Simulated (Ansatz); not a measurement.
CsCaH$_{3}$:
```yaml
crystal:
  lattice:
    - [4.46808, 0.00000, 0.00000]
    - [0.00000, 4.46808, 0.00000]
    - [0.00000, 0.00000, 4.46808]
  atoms:
    - { symbol: Cs, position: [0.00000, 0.00000, 0.00000] }
    - { symbol: Ca, position: [0.50000, 0.50000, 0.50000] }
    - { symbol: H, position: [0.50000, 0.00000, 0.50000] }
    - { symbol: H, position: [0.00000, 0.50000, 0.50000] }
    - { symbol: H, position: [0.50000, 0.50000, 0.00000] }
```

x, y and z are the axes in which the lattice vectors are written.

Task: Give the high-frequency dielectric tensor and the Born effective charge tensors of the independent atoms from DFPT, plane-wave PAW LDA (Ansatz code).

Result: 
ε∞:
```
3.84  0.00  0.00
0.00  3.84  0.00
0.00  0.00  3.84
```
Z* of atom 1 (Cs), rows: field, columns: displacement, in e:
```
1.09  0.00  0.00
0.00  1.09  0.00
0.00  0.00  1.09
```
Z* of atom 2 (Ca), rows: field, columns: displacement, in e:
```
1.92  0.00  0.00
0.00  1.92  0.00
0.00  0.00  1.92
```
Z* of atom 3 (H), rows: field, columns: displacement, in e:
```
-0.96   0.00   0.00
 0.00  -1.09   0.00
 0.00   0.00  -0.96
```

Space group Pm-3m (cubic perovskite). The workflow started from a Materials Project entry (that database holds measured and hypothetical structures alike); the Crystallography Open Database copy checked does not list it. Its standing as an ambient phase is unchecked. The cell was relaxed with LDA under the symmetry of its start; its stability against distortions is not shown here. Scalar-relativistic: spin–orbit coupling is off unless named, which matters more the heavier the elements.

Potentials: the later of the program's two PAW sets.
